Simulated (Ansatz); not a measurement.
Starting cell, Sb (space group R-3m):

```xyz
4
Lattice="4.2935 2.4788 7.3055 -2.1467 1.2394 3.6528 0.0000 -2.4788 3.6528" Properties=species:S:1:pos:R:3 pbc="T T T"
Sb     0.0000     0.0000     2.8919
Sb     2.1467     1.2394     6.5447
Sb     0.0000     0.0000     8.0664
Sb     2.1467     1.2394    11.7192
```

A phonon eigenvector at L = (0.5, 0.0, 0.0) is frozen into this cell: atom i moves by Q times the vector below, so Q is the largest atomic displacement, in Å. The cell is held. (q is in reciprocal vectors of the primitive cell; the cell shown is doubled to hold the pattern.)

```tsv
atom	x	y	z
Sb1	0.500	-0.866	0.000
Sb2	-0.500	0.866	0.000
Sb3	-0.500	0.866	0.000
Sb4	0.500	-0.866	0.000
```

Method: LDA (plane waves to 420 eV, PAW, scalar-relativistic; Ansatz, a program for electronic structure). k mesh 7×13×13 (Γ-centred), Fermi-Dirac smearing 0.05 eV. Energies are smeared free energies. With partly filled bands, energies and forces of such displacements shift with the k mesh and the smearing. Sb was relaxed with its symmetry unable to fall. Spin-orbit coupling is left out, though Sb is heavy. The zero of ΔE is the undisplaced structure. The last digit holds for this mesh only.

| Q (Å) | ΔE (meV/cell) |
|---|---|
| -0.180 | withheld |
| -0.150 | 392.7 |
| -0.120 | 252.0 |
| -0.090 | 142.0 |
| -0.060 | 63.2 |
| -0.030 | 15.8 |
| 0.000 | 0.0 |
| 0.030 | 15.8 |
| 0.060 | 63.2 |
| 0.090 | 142.0 |
| 0.120 | 252.0 |
| 0.150 | 392.7 |
| 0.180 | withheld |

### Question
Fit an even polynomial form (powers 2, 4) to the given rows and predict ΔE at Q = 0.180.

### Answer
Least squares on the 11 given rows: ΔE = (17580)·Q² + (-5509)·Q⁴, in meV/cell with Q in Å; root-mean-square residual 0.03 meV/cell. At 0.180 the fit gives 563.8 meV/cell; the calculation gives 564.0 meV/cell, so the extrapolation is off by -0.2 (-0.0 %). The quadratic term alone would give 569.6 meV/cell.

(For displaced atoms, the force is minus the slope of the energy, and its curvature is a force constant, which sets phonon frequencies.)
